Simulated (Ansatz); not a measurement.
Relaxed ZrB2 (AlB2 type, space group P6/mmm):

```xyz
6
Lattice="3.1677 0.0000 0.0000 -1.5839 2.7433 0.0000 0.0000 0.0000 7.1005" Properties=species:S:1:pos:R:3 pbc="T T T"
Zr     0.0000     0.0000     0.0000
Zr     0.0000     0.0000     3.5503
B      0.0000     1.8289     1.7751
B      0.0000     1.8289     5.3254
B      1.5839     0.9144     1.7751
B      1.5839     0.9144     5.3254
```

The atoms are displaced by Q × the pattern below (from a DFPT mode at A = (0.0, 0.0, 0.5), largest move 1; Q in Å), at fixed cell. (q is in reciprocal vectors of the primitive cell; the cell shown is doubled to hold the pattern.)

```json
[
 {"atom": "B3", "x": "0.000", "y": "0.000", "z": "1.000"},
 {"atom": "B4", "x": "0.000", "y": "0.000", "z": "-1.000"},
 {"atom": "B5", "x": "0.000", "y": "0.000", "z": "-1.000"},
 {"atom": "B6", "x": "0.000", "y": "0.000", "z": "1.000"}
]
```

Atoms not listed stay in place.

Method: r2SCAN (plane waves to 500 eV, PAW, scalar-relativistic; Ansatz, an electronic-structure program). k mesh 17×17×7 (Γ-centred), Fermi-Dirac smearing 0.05 eV. Energies are smeared free energies. Stress and pressure are positive under compression. With partly filled bands, energies and forces of such displacements shift with the k mesh and the smearing. ZrB2 is run without spin polarisation. ZrB2 was relaxed with its symmetry unable to fall. The zero of ΔE is the undisplaced structure.

Give the computed ΔE (eV/cell) and P (GPa) at Q (Å) = -0.100, -0.083, -0.067, -0.050, -0.017, 0.017, 0.050, 0.100.


```tsv
Q (Å)	ΔE (eV/cell)	P (GPa)
-0.100	0.315	1.0
-0.083	0.219	0.7
-0.067	0.140	0.4
-0.050	0.079	0.3
-0.017	0.009	0.0
0.017	0.009	0.0
0.050	0.079	0.3
0.100	0.315	1.0
```

(For displaced atoms, the force is minus the slope of the energy, and its curvature is a force constant, which sets phonon frequencies.)
